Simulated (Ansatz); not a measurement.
## Equation of state of TiN

```cif
data_structure
_symmetry_space_group_name_H-M 'Fm-3m'
_symmetry_Int_Tables_number 225
_cell_length_a 4.2440
_cell_length_b 4.2440
_cell_length_c 4.2440
_cell_angle_alpha 90.000
_cell_angle_beta 90.000
_cell_angle_gamma 90.000
_cell_volume 76.44
loop_
_atom_site_label
_atom_site_type_symbol
_atom_site_symmetry_multiplicity
_atom_site_Wyckoff_symbol
_atom_site_fract_x
_atom_site_fract_y
_atom_site_fract_z
_atom_site_occupancy
Ti1 Ti 4 a 0.00000 0.00000 0.00000 1
N1 N 4 b 0.50000 0.00000 0.00000 1
```

The runs use the primitive cell with vectors (0.000, 2.122, 2.122), (2.122, 0.000, 2.122), (2.122, 2.122, 0.000) Å, to which the k mesh refers.

The structure is cubic, space group Fm-3m (No. 225). The conventional cell has a = 4.244 Å, b = 4.244 Å, c = 4.244 Å, α = 90.00°, β = 90.00°, γ = 90.00°. Around Ti (site symmetry m-3m) lie 6 N at 2.12 Å. Around N (site symmetry m-3m) lie 6 Ti at 2.12 Å.

The geometry is COD entry 1011099, unchecked; take it as a test cell. It is an old determination, and later ones may differ.

Spin polarisation is left out, and whether a magnetic state lies lower isn't shown here.

Levels of theory: DFT, PBEsol, all-electron LAPW, scalar-relativistic (Ansatz 0.2.0); DFT, PBEsol, PAW with Ansatz's default frozen-core files, scalar-relativistic (Ansatz 0.2.0).

For LAPW: a Γ-centred 17×17×17 k mesh, Fermi–Dirac smearing of 0.05 eV, basis error target 0.5 meV/atom, no spin polarisation. PAW takes a cutoff of 420 eV at this cell (files made with PBE, cores remade for this functional). The Ansatz runs share mesh, smearing and spin set-up. Plane-wave (PAW) pressures include the program's estimate of the Pulay term.

The cell above is scaled evenly, with fractional coordinates and shape held.

| V/V(cell) | V (Å³/atom) | P, LAPW (GPa) | P, PAW (GPa) | free energy over the lowest listed, PAW (meV/atom) |
| --- | --- | --- | --- | --- |
| 0.9400 | 8.982 | 10.78 | 10.77 | 9.4 |
| 0.9600 | 9.173 | 3.82 | 3.81 | 0.8 |
| 0.9800 | 9.364 | -2.43 | -2.43 | 0.0 |
| 0.9900 | 9.460 | -5.32 | -5.31 | 2.3 |
| 1.0000 | 9.555 | -8.05 | -8.04 | 6.3 |
| 1.0100 | 9.651 | -10.63 | -10.62 | 11.9 |
| 1.0200 | 9.746 | -13.09 | -13.07 | 19.0 |
| 1.0400 | 9.937 | -17.61 | -17.58 | 37.3 |
| 1.0600 | 10.128 | -21.66 | -21.63 | 60.7 |

(1) What do Birch–Murnaghan fits to the pressures give?

## Answers

(1) LAPW: V0 = 9.29 Å³/atom, B0 = 301 GPa, B0′ = 4.3; PAW: V0 = 9.29 Å³/atom, B0 = 300 GPa, B0′ = 4.3.
